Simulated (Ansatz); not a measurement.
# Data sheet: LaZn₅ (DFT)

LaZn5:
```cif
data_LaZn5
_chemical_formula_sum 'La1 Zn5'
_space_group_name_H-M_alt 'P6/mmm'
_space_group_IT_number 191
_space_group_name_Hall '-P 6 2'
_cell_length_a 5.42473
_cell_length_b 5.42473
_cell_length_c 4.20273
_cell_angle_alpha 90.000
_cell_angle_beta 90.000
_cell_angle_gamma 120.000
loop_
_atom_site_label
_atom_site_type_symbol
_atom_site_symmetry_multiplicity
_atom_site_Wyckoff_symbol
_atom_site_fract_x
_atom_site_fract_y
_atom_site_fract_z
_atom_site_occupancy
La1 La 1 a 0.00000 0.00000 0.00000 1
Zn1 Zn 2 c 0.33333 0.66667 0.00000 1
Zn2 Zn 3 g 0.50000 0.50000 0.50000 1
```

Space group P6/mmm (No. 191); conventional cell a = b = 5.425 Å, c = 4.203 Å, α = β = 90.00°, γ = 120.00°.

Method: plane-wave PAW r²SCAN (Ansatz code). Structure relaxed to zero pressure with the same functional. Other levels are named where they apply.

Cell and energy:

```json
{
 "volume_per_atom": "17.85 Å³",
 "density": "7.22 g/cm³",
 "Formation energy from the elements (no fitted shifts)": "-345 meV/atom"
}
```

Electronic structure:

```json
{
  "electronic_character": "metallic (no gap)",
  "Density of states at the Fermi level": "0.35 states/eV per atom (mean over ±0.08 eV)",
  "Gap with spin–orbit coupling": "none (metallic)"
}
```

Mechanics:

```json
{
  "Bulk modulus (Birch–Murnaghan fit)": "80.0 GPa",
  "Pressure derivative B′": "4.8"
}
```

Charges:

```json
{
  "bader_charges": "La +1.39, Zn -0.31 to -0.23 e"
}
```

The measured cell (COD 2233312, doi:10.1107/S1600536811050987; 296 K, pressure taken as ambient) has 18.36 Å³ per atom; the computed volume differs by -2.7 %, which includes thermal expansion and zero-point motion.

The workflow started from an entry of the Crystallography Open Database (COD, 296 K). Its standing as an ambient phase is unchecked. The r²SCAN relaxation kept the symmetry of its start; its stability against distortions is not shown here. Axis ratios of metals converge slowly with the k-mesh, so a and c are less sure than the volume. The references are the lowest solids computed at this level, not always the standard phases. Spin–orbit coupling is left out wherever it is not named.

Potentials: the later of the program's two PAW sets.
